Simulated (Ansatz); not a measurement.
In plane-wave PAW r²SCAN (Ansatz code), Si₃N₄ in the cubic phase (Fd-3m; Si on 16c, Si on 8b, N on 32e) relaxes to a = 7.730 Å. Si on 16c has 6 nearest neighbours from 1.88 Å (octahedral); Si on 8b has 4 nearest neighbours from 1.77 Å (tetrahedral). Against the elements it lies at -1.11 eV/atom, with no fitted shifts.

The Kohn–Sham gap is 4.03 eV (smallest direct gap 4.05 eV). The valence maximum lies on the K–Γ line, 60 % of the way from K and the conduction minimum at Γ. The screened hybrid HSE06 puts the gap at 4.75 eV. The hole mass is 0.34, 1.1, 6.4 mₑ (principal values).

The bulk modulus is 321 GPa. The relaxed-ion elastic constants in GPa are C11 = 565, C12 = 200, C44 = 359. The elastic constants imply a Debye temperature near 1340 K. Perturbation theory gives ε∞ = 4.91. Letting the ions move raises it to ε0 = 12.0. Born charges are Si +3.58 to +3.68, N -2.73 e. Without the LO–TO term the highest mode at Γ lies at 29.40 THz. Bader charges are Si +3.15 to +3.21, N -2.39 e.

The cell was relaxed with r²SCAN under the symmetry of its start. The references are the lowest solids computed at this level, not always the standard phases (solids in place of the gases).

Potentials: the earlier of the program's two PAW sets.
